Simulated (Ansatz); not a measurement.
Molecular dynamics on a 2×2×2 supercell (16 atoms) of BP (F-43m), relaxed with r2SCAN. Forces come from r2SCAN in the PAW code Ansatz: constant energy and volume (NVE), velocities drawn at 1000 K, steps of 2 fs. Spin polarisation is off, nuclei are classical, and the run is far too short for thermal averages.

```yaml
crystal:
  lattice:
    - [0.0, 4.5366309147, 4.5366309147]
    - [4.5366309147, 0.0, 4.5366309147]
    - [4.5366309147, 4.5366309147, 0.0]
  atoms:
    - { symbol: B, position: [0.0, 0.0, 0.0] }
    - { symbol: P, position: [0.125, 0.125, 0.125] }
    - { symbol: B, position: [0.0, 0.0, 0.5] }
    - { symbol: P, position: [0.125, 0.125, 0.625] }
    - { symbol: B, position: [0.0, 0.5, 0.0] }
    - { symbol: P, position: [0.125, 0.625, 0.125] }
    - { symbol: B, position: [0.0, 0.5, 0.5] }
    - { symbol: P, position: [0.125, 0.625, 0.625] }
    - { symbol: B, position: [0.5, 0.0, 0.0] }
    - { symbol: P, position: [0.625, 0.125, 0.125] }
    - { symbol: B, position: [0.5, 0.0, 0.5] }
    - { symbol: P, position: [0.625, 0.125, 0.625] }
    - { symbol: B, position: [0.5, 0.5, 0.0] }
    - { symbol: P, position: [0.625, 0.625, 0.125] }
    - { symbol: B, position: [0.5, 0.5, 0.5] }
    - { symbol: P, position: [0.625, 0.625, 0.625] }
kpoints:
  mp_grid: { grid: [4, 4, 4] }
hamiltonian:
  xc: r2scan
scf:
  occupations: { method: fermi_dirac, width: 0.086 }
md:
  ensemble: nve
  temperature: 1000
  timestep: 2.0
  n_steps: 30
  initial_velocities: maxwell_boltzmann
  seed: 4867
```

Run as `ansatz run input.yaml --threads 4 --pin off --max-ram 3686MiB --backend cpu --events-out ev --progress --plain --runs-dir out`. It took 2.2 min on 4 threads of Intel(R) Xeon(R) 6975P-C (Granite Rapids), on a shared host; peak host memory 1.2 GiB.

| step | t (fs) | T (K) | free energy F from step 0 (meV/atom) | kinetic energy (meV/atom) | largest force (eV/Å) |
| --- | --- | --- | --- | --- | --- |
| 0 | 0 | 1000 | 0.0 | 121.2 | 0.00 |
| 1 | 2 | 956 | 5.5 | 115.9 | 1.10 |
| 2 | 4 | 839 | 20.0 | 101.6 | 1.98 |
| 3 | 6 | 681 | 39.4 | 82.6 | 2.62 |
| 4 | 8 | 525 | 58.6 | 63.6 | 3.05 |
| 5 | 10 | 405 | 73.3 | 49.1 | 3.25 |
| 6 | 12 | 342 | 81.0 | 41.4 | 3.26 |
| 7 | 14 | 334 | 81.8 | 40.4 | 3.09 |
| 8 | 16 | 364 | 77.9 | 44.2 | 2.79 |
| 9 | 18 | 410 | 72.2 | 49.7 | 2.70 |
| 10 | 20 | 447 | 67.5 | 54.2 | 2.56 |
| 11 | 22 | 462 | 65.7 | 56.0 | 2.35 |
| 12 | 24 | 446 | 67.6 | 54.1 | 2.36 |
| 13 | 26 | 401 | 73.2 | 48.6 | 2.34 |
| 14 | 28 | 332 | 81.6 | 40.3 | 2.28 |
| 15 | 30 | 255 | 91.1 | 30.9 | 2.90 |
| 16 | 32 | 191 | 99.0 | 23.2 | 3.81 |
| 17 | 34 | 168 | 102.0 | 20.4 | 4.52 |
| 18 | 36 | 207 | 97.3 | 25.1 | 4.79 |
| 19 | 38 | 312 | 84.4 | 37.9 | 4.47 |
| 20 | 40 | 458 | 66.3 | 55.5 | 3.60 |
| 21 | 42 | 602 | 48.6 | 73.0 | 2.39 |
| 22 | 44 | 702 | 36.3 | 85.1 | 1.65 |
| 23 | 46 | 735 | 32.3 | 89.1 | 1.91 |
| 24 | 48 | 703 | 36.3 | 85.2 | 2.13 |
| 25 | 50 | 629 | 45.6 | 76.2 | 2.35 |
| 26 | 52 | 544 | 56.2 | 65.9 | 2.92 |
| 27 | 54 | 481 | 64.0 | 58.2 | 3.26 |
| 28 | 56 | 459 | 66.7 | 55.6 | 3.39 |
| 29 | 58 | 483 | 63.6 | 58.6 | 3.34 |
| 30 | 60 | 542 | 56.3 | 65.7 | 3.14 |

The temperature starts at 1000 K, is lowest at step 17 (168 K, 34 fs) and ends at 542 K. The atoms start on their lattice sites with kinetic energy alone, so much of it first passes into potential energy. The conserved energy stays within 1.23 meV an atom. By the last step the atoms have moved 0.09 Å in the root mean square, the drift of the whole cell taken out, 0.18 Å at most.

Positions (Å) and forces (eV/Å) at step 30:
```
B    0.032  -0.034  -0.014    -0.160  -0.145   1.251
P    1.122   1.113   1.213     0.318   0.864  -2.045
B    2.343   2.202   0.025    -1.208   0.212  -0.378
P    3.354   3.401   1.137     0.695   0.078   0.237
B    2.372   0.153   2.225    -1.279  -2.279   1.741
P    3.446   1.104   3.485    -0.128   1.840  -0.689
B    4.527   2.282   2.273    -0.191  -0.304   0.037
P    5.710   3.336   3.395     0.591   0.830  -0.234
B    0.008   2.284   2.263    -0.269   0.557   0.056
P    1.172   3.413   3.401    -0.745  -0.469   0.139
B    2.165   4.551   2.242     1.356   0.608  -0.569
P    3.441   5.662   3.345    -1.038  -0.483   0.345
B    2.262   2.316   4.625    -0.011  -0.785  -1.563
P    3.343   3.460   5.671     1.861  -0.241   0.231
B    4.516   4.469   4.453     0.395   0.557   0.327
P    5.605   5.704   5.592    -0.187  -0.840   1.114
```
